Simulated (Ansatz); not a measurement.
2 distorted cells of IO, built from the rock-salt structure (cell doubled). Level of theory: PBE (LAPW, all electrons, scalar relativity, no spin–orbit coupling, cores by Dirac's equation, point nuclei; Ansatz). k-points 1×3×3 Γ-centred, Fermi–Dirac smearing of 0.15 eV. The mesh is coarse, so the numbers hold for this sampling and aren't converged over the zone. In metals such a mesh can move stress, forces and moments by their own size. The run is spin-unpolarised. Holes or spare electrons on the non-metal atoms can carry spin, which this run forbids.

(1) Rank the cells by free energy an atom on this mesh, lowest first.
A.
13.21 Å³ an atom
```
CELL_PARAMETERS angstrom
-4.70285 0.12410 4.74802
-0.02082 2.35667 2.41524
-2.40695 2.37096 0.00653
ATOMIC_POSITIONS crystal
I 0.78146 0.37612 0.10121
O 0.00321 0.90874 0.63895
I 0.27508 0.41175 0.13467
O 0.51688 0.89672 0.64942
```
B.
18.36 Å³ an atom
```
CELL_PARAMETERS angstrom
-5.43439 0.01970 5.35780
-0.09862 2.57437 2.59013
-2.72144 2.66738 0.00561
ATOMIC_POSITIONS crystal
I 0.59735 0.88039 0.06494
O 0.84461 0.36146 0.59385
I 0.10458 0.85103 0.07774
O 0.26152 0.53410 0.74757
```

Answers

(1) B (lowest), A (+0.79 eV an atom).
